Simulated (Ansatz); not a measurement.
Relaxed-ion elastic tensor of SbPt (NiAs type, P6_3/mmc) in GPa (Voigt order), LDA in the plane-wave PAW code Ansatz; density 13.01 g/cm³, 20.21 Å³ per atom.

```
 191   128   110   0.0   0.0   0.0
 128   191   110   0.0   0.0   0.0
 110   110   275   0.0   0.0   0.0
 0.0   0.0   0.0  30.1   0.0   0.0
 0.0   0.0   0.0   0.0  30.1   0.0
 0.0   0.0   0.0   0.0   0.0  31.7
```

Is the crystal mechanically stable?

Yes: the smallest eigenvalue of C is 30.1 GPa.

Work out the Voigt, Reuss and Hill averages.

K_V = 151, K_R = 148, K_H = 149; G_V = 39.0, G_R = 34.8, G_H = 36.9 GPa.

Give Young's modulus, Poisson's ratio, Pugh's ratio and the universal anisotropy index.

E = 9KG/(3K + G) = 102 GPa; ν = 0.39; K/G = 4.05 (ductile by the Pugh limit of 1.75); A_U = 5G_V/G_R + K_V/K_R − 6 = 0.62.

Estimate the sound speeds and the Debye temperature.

v_l = √((K + 4G/3)/ρ) = 3910 m/s, v_t = √(G/ρ) = 1680 m/s, mean 1900 m/s; Θ = (h/k)(3n/4πV)^(1/3) v_m = 208 K.

Solve the Christoffel equation for the three sound speeds along x, y, z.

Eigenvalues of C_ijkl n_j n_l equal ρv². In km/s, slowest first: x 1.52, 1.56, 3.83; y 1.52, 1.56, 3.83; z 1.52, 1.52, 4.60.

How much does each axis shrink under pressure?

Linear compressibilities β_i = Σ_j S_ij (j = 1 to 3): x 2.6, y 2.6, z 1.6 per TPa.

The first step of the workflow began from a Materials Project structure, measured or hypothetical; the Crystallography Open Database files this formula in space group No. 194, but the cells were not matched. Its standing as an ambient phase is unchecked. Symmetry was held in the LDA relaxation; of distortions, only those at the zone centre were tested. The run is not spin-polarised. As this level gives no gap, shear constants depend on the k-mesh and smearing (Fermi–Dirac, 0.1 eV here). Spin–orbit coupling is left out wherever it is not named.

Potentials: the later of the program's two PAW sets.
